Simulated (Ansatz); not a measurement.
Cu2SiSe3 in space group Cc (No. 9; Pearson symbol mS24), DFT-r²SCAN in the program Ansatz with PAW potentials, all energies at zero smearing, with the estimated change up to a 700 eV cutoff added, with one set of potentials and settings (totals compare only within such a set). Cell of 12 atoms (2 Si, 4 Cu, 6 Se): -60676.101 eV.

| element | reference phase | E (eV/atom) |
|---|---|---|
| Si | Fd-3m, 2 atoms in the cell | -639.0667 |
| Cu | Fm-3m, 1 atoms in the cell | -6631.2396 |
| Se | P3_121, 3 atoms in the cell | -5478.1269 |

Formation energy per atom, worked out: (-60676.101 − 2×(-639.0667) − 4×(-6631.2396) − 6×(-5478.1269))/12 = -0.354 eV/atom (-34 kJ per mol of atoms), at 0 K, without zero-point energy or fitted corrections.

The first step of the workflow began from a Materials Project structure, measured or hypothetical; the Crystallography Open Database copy checked does not list it. With Si and Cu taken as one species the cell has the higher symmetry F-43m, so it may be an ordered model of a mixed-site phase. Its standing as an ambient phase is unchecked. Symmetry was held in the r²SCAN relaxation; whether a distortion lowers the energy is not shown. The run is not spin-polarised. The references are the lowest solids computed at this level, not always the standard phases.

Potentials: the later of the program's two PAW sets.
